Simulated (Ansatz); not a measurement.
# Cu (P6_3/mmc), zone-centre modes

Theory: DFT r2SCAN, scalar-relativistic, plane waves, PAW (Ansatz). The runs took a 500 eV cutoff, a Γ-centred 30×30×14 mesh and Gaussian smearing (0.15 eV). No spin polarisation.

The starting cell (relaxed at this level; this form isn't the usual structure):

```yaml
crystal:
  lattice:
    - [2.53050, 0.00000, 0.00000]
    - [-1.26525, 2.19148, 0.00000]
    - [0.00000, 0.00000, 4.12986]
  atoms:
    - { symbol: Cu, position: [0.33333, 0.66667, 0.25000] }
    - { symbol: Cu, position: [0.66667, 0.33333, 0.75000] }
```

Harmonic modes by finite displacements of 0.02 Å, without the LO–TO term.

Problem. At this geometry, is the structure stable against these modes?

Solution. Yes: no mode is imaginary beyond 10 cm⁻¹, and only the three translations lie near zero.

Problem. List the wavenumbers in cm⁻¹.

Solution. 0, 0, 0, 111, 111, 259.

Cost: 1 run of about 14 core-minutes, on Intel Xeon Processor @ 2.50GHz (Skylake/Cascade Lake) (shared hosts).